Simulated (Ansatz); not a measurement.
**MnHg: frozen-core PAW against all-electron methods**

```
Mn Hg
1.0
     3.31500    0.00000    0.00000
     0.00000    3.31500    0.00000
     0.00000    0.00000    3.31500
Mn Hg
1 1
Direct
  0.50000 0.50000 0.50000
  0.00000 0.00000 0.00000
```

Atom numbers follow the list: Mn1, Hg2.

The conventional cell has a = 3.315 Å, b = 3.315 Å, c = 3.315 Å, α = 90.00°, β = 90.00°, γ = 90.00°. Mn (atom 1) has 8 Hg at 2.87 Å as nearest neighbours. Around Hg (atom 2) lie 8 Mn at 2.87 Å.

The cell is COD entry 1522376, as deposited and not checked against the literature; nothing was relaxed.

The magnetic state is the one reached from the start moments; no search over orders was made, so it needn't be the ground state.

Spin–orbit coupling is left out, though it moves levels of the heavy atoms by tenths of an eV or more.

All numbers are computed: DFT, PBE, PAW with Ansatz's default frozen-core files, scalar-relativistic (Ansatz 0.2.0); DFT, PBE, all-electron LAPW, scalar-relativistic (Ansatz 0.2.0).

For PAW: a Γ-centred 10×10×10 k mesh, Fermi–Dirac smearing of 0.08 eV, cutoff 420 eV, spin-polarised from start moments Mn1 4 μB. LAPW targets a basis error of 0.25 meV/atom. The Ansatz runs share mesh, smearing and spin set-up. Plane-wave (PAW) pressures include the program's estimate of the Pulay term.

Stress and pressure are positive in compression.

Levels count from the Fermi level.

PAW results:

| quantity | PAW |
| --- | --- |
| pressure (GPa) | 0.30 |
| moment of the cell (μB) | 3.894 |
| highest filled spin-up level at X (eV) | -1.560 |
| lowest empty spin-up level at X (eV) | 9.968 |
| highest filled spin-up level at R (eV) | -1.976 |
| lowest empty spin-up level at R (eV) | 0.454 |
| highest filled spin-up level at M (eV) | -1.680 |
| lowest empty spin-up level at M (eV) | 0.646 |

Problem. What does all-electron LAPW give for the same quantities?

Solution. 
| quantity | LAPW |
| --- | --- |
| pressure (GPa) | 0.32 |
| moment of the cell (μB) | 3.895 |
| highest filled spin-up level at X (eV) | -1.565 |
| lowest empty spin-up level at X (eV) | 9.966 |
| highest filled spin-up level at R (eV) | -1.982 |
| lowest empty spin-up level at R (eV) | 0.452 |
| highest filled spin-up level at M (eV) | -1.682 |
| lowest empty spin-up level at M (eV) | 0.644 |
